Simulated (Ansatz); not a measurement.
SiW₃:
```
SiW3
1.0
    0.00000     3.10375     3.10375
    3.10375     0.00000     3.10375
    3.10375     3.10375     0.00000
Si W
1 3
Cartesian
  0.00000   0.00000   0.00000
  3.10375   3.10375   3.10375
  1.55187   1.55187   1.55187
  4.65562   4.65562   4.65562
```

Relaxed with r²SCAN. Special points in fractions of this cell's reciprocal vectors: Γ (0.000, 0.000, 0.000); X (0.500, 0.000, 0.500); U (0.625, 0.250, 0.625); K (0.375, 0.375, 0.750); L (0.500, 0.500, 0.500); W (0.500, 0.250, 0.750).

Q: List the band energies nearest the Fermi level at these points for the program Ansatz at the r²SCAN with spin–orbit coupling level (PAW).

A: In eV from the Fermi level; about four levels below and three above (degenerate sets whole), none deeper than 8.9 eV; points with the same levels are listed once.

| k | below | above |
|---|---|---|
| Γ | -2.37 -2.37 -2.37 -2.37 | 0.28 0.28 1.74 1.74 1.74 1.74 |
| X | -1.06 -1.06 -0.17 -0.17 | 0.23 0.23 1.44 1.44 |
| U | -0.97 -0.97 -0.68 -0.68 | 0.00 0.00 0.87 0.87 |
| L | -0.77 -0.77 -0.61 -0.61 | 1.93 1.93 2.30 2.30 |
| W | -1.52 -1.52 -0.71 -0.71 | 0.34 0.34 1.32 1.32 |

Space group Fm-3m. The cell is a constructed one: a structure type filled with these elements; neither database checked (COD, Materials Project) lists it. Its standing as an ambient phase is unchecked. The cell was relaxed with r²SCAN under the symmetry of its start; whether a distortion lowers the energy is not shown. The run is not spin-polarised.

Potentials: the earlier of the program's two PAW sets.
